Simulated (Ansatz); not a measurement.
Ti$_{2}$Pd:
```
CELL_PARAMETERS angstrom
     -1.54345     1.54345     4.89528
      1.54345    -1.54345     4.89528
      1.54345     1.54345    -4.89528
ATOMIC_POSITIONS crystal
  Pd 0.00000 0.00000 0.00000
  Ti 0.33577 0.33577 0.00000
  Ti 0.66423 0.66423 0.00000
```

Relaxed with PBEsol. Special points in fractions of this cell's reciprocal vectors: Γ (0.000, 0.000, 0.000); X (0.000, 0.000, 0.500); P (0.250, 0.250, 0.250); N (0.000, 0.500, 0.000); M (0.500, 0.500, -0.500); S (0.275, 0.725, -0.275); S0 (-0.275, 0.275, 0.275); R (-0.050, 0.050, 0.500); G (0.500, 0.500, -0.050).

Question: List the band energies nearest the Fermi level at these points for the program Ansatz at the PBEsol with spin–orbit coupling level (PAW).

Answer: In eV from the Fermi level; about four levels below and three above (degenerate sets whole), none deeper than 8.9 eV; points with the same levels are listed once.

```json
[
 {"k": "Γ", "below": "-2.59 -2.59 -1.62 -1.62", "above": "0.93 0.93 1.18 1.18"},
 {"k": "X", "below": "-0.70 -0.70 -0.65 -0.65", "above": "1.15 1.15 2.14 2.14"},
 {"k": "P", "below": "-1.26 -1.26 -0.67 -0.67", "above": "0.25 0.25 0.32 0.32"},
 {"k": "N", "below": "-0.69 -0.69 -0.40 -0.40", "above": "0.34 0.34 0.72 0.72"},
 {"k": "M", "below": "-2.80 -2.80 -0.87 -0.87", "above": "0.43 0.43 0.58 0.58"},
 {"k": "S", "below": "-0.64 -0.64 -0.33 -0.33", "above": "0.23 0.23 0.57 0.57"},
 {"k": "R", "below": "-0.73 -0.73 -0.52 -0.52", "above": "1.05 1.05 2.06 2.06"}
]
```

Space group I4/mmm (MoSi2 or CaC2 type). The workflow started from an entry of the Crystallography Open Database (COD). Its standing as an ambient phase is unchecked. The cell was relaxed with PBEsol under the symmetry of its start; whether a distortion lowers the energy is not shown. No spin polarisation was allowed.

Potentials: the later of the program's two PAW sets.
